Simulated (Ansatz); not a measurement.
LiMg: how the energy converges with the cutoff

LiMg, P1, a = 3.366 Å, b = 3.472 Å, c = 3.481 Å, α, β, γ = 91.1°, 90.0°, 89.7°. Ansatz: PBEsol, PAW, cutoff varied, Γ-centred 8×8×8 mesh on 2 atoms, Gaussian smearing 0.10 eV; no spin polarisation. Single points at one geometry with displaced atoms, the cutoff alone changed; ΔE is the energy at zero smearing over the run at 600 eV (runs within 0.3 meV/atom of it are left out). The runs up to 350 eV lie under the cutoff recommended for these PAW datasets.

```tsv
cutoff (eV)	ΔE (meV/atom)
200	?
250	118.90
300	11.30
350	0.83
```

Question: Assume ΔE falls exponentially with the cutoff, fit y = ln ΔE against x, the cutoff in eV, to the other rows, and predict the missing value.

Answer: y = 4.778, 2.425, -0.186. Means x = 300.0, y = 2.3390; Σ(Δx)² = 5000, ΣΔxΔy = -248.2; the slope is their ratio. y = 17.23 − 0.04964 x, a factor of ten per 46 eV. At 200 eV this gives ΔE = 1483.26 meV/atom. The run gave 1021.09, a ratio of 1.45. Between neighbouring rows the decay runs from a factor of ten per 44 eV to one per 54 eV, so one exponential is only a rough guide.